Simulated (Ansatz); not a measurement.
Nb3Au, first-principles data

Nb₃Au:
Space group Cmmm (No. 65); a = 3.4107 Å, b = 4.3145 Å, c = 9.1781 Å, α = β = γ = 90.00°

```json
[
 {"atom": "Nb", "site": "4l", "symmetry": "mm2", "x": "0.0000", "y": "0.5000", "z": "0.2481"},
 {"atom": "Nb", "site": "2d", "symmetry": "mmm", "x": "0.5000", "y": "0.5000", "z": "0.5000"},
 {"atom": "Au", "site": "2a", "symmetry": "mmm", "x": "0.0000", "y": "0.0000", "z": "0.0000"}
]
```
(The calculation used a cell of 4 atoms; values per cell refer to that cell.)

Space group Cmmm (No. 65); conventional cell a = 3.4107 Å, b = 4.3145 Å, c = 9.1781 Å, α = 90.00°, β = 90.00°, γ = 90.00°.

Method: the program Ansatz at the LDA level (PAW). Structure relaxed to zero pressure with the same functional. Other levels are named where they apply.

### Cell and energy

Volume per atom: 16.88 Å³
Density: 11.70 g/cm³
Formation energy from the elements (no fitted shifts): -115 meV/atom

### Electronic structure

- Electronic character: metallic (no gap)
- Density of states at the Fermi level: 0.66 states/eV per atom (mean over ±0.08 eV)

### Mechanics

* **Bulk modulus (Birch–Murnaghan fit)**: 201 GPa
* **Pressure derivative B′**: 4.3

### Phonons

- Highest zone-centre frequency = 224 cm⁻¹
- Zone-centre stability = no imaginary mode at Γ

The first step of the workflow began from a Materials Project structure, measured or hypothetical; the Crystallography Open Database copy checked does not list it. COD files the formula under space group No. 223. With Nb and Au taken as one species the cell has the higher symmetry I4/mmm, so it may be an ordered model of a mixed-site phase. Its standing as an ambient phase is unchecked. The LDA relaxation kept the symmetry of its start. No spin polarisation was allowed. As this level gives no gap, phonon frequencies hold no LO–TO term and depend on the k-mesh and smearing (Fermi–Dirac, 0.1 eV here). Axis ratios of metals converge slowly with the k-mesh, so a and c are less sure than the volume. The references are the lowest solids computed at this level, not always the standard phases. Spin–orbit coupling is left out wherever it is not named.

Potentials: the later of the program's two PAW sets.
